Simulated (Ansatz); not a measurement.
Relaxed candidate structures of Ti$_{3}$O$_{5}$:

A. C2/m (No. 12), mS32; a = 9.630 Å, b = 3.848 Å, c = 9.180 Å, α = 90.00°, β = 91.12°, γ = 90.00°; Ti 4i (0.057, 0.000, 0.359); Ti 4i (0.134, 0.000, 0.045); Ti 4i (0.222, 0.000, 0.738); O 4i (0.086, 0.500, 0.340); O 4i (0.170, 0.500, 0.054); O 4i (0.129, 0.000, 0.557); O 4i (0.244, 0.000, 0.244); O 4i (0.042, 0.000, 0.847)

B. Cmcm (No. 63), oS32; a = 3.7500 Å, b = 9.7926 Å, c = 9.8219 Å, α = 90.00°, β = 90.00°, γ = 90.00°; Ti 4c (0.000, 0.301, 0.250); Ti 8f (0.000, 0.630, 0.056); O 4c (0.000, 0.738, 0.250); O 8f (0.000, 0.451, 0.126); O 8f (0.000, 0.181, 0.066)

### Question
Put the candidates in order of energy per atom, lowest first, for PBEsol (plane waves to 420 eV, PAW, scalar-relativistic; Ansatz, a quantum-chemistry and plane-wave program).

### Answer
A (reference, the lowest among the structures calculated here), B (+0.03 eV/atom)

Each run could gain symmetry but not lose that of its start, so entries can be saddle points.  Static energies at zero pressure. No spin polarisation in the result. No Hubbard U is applied.
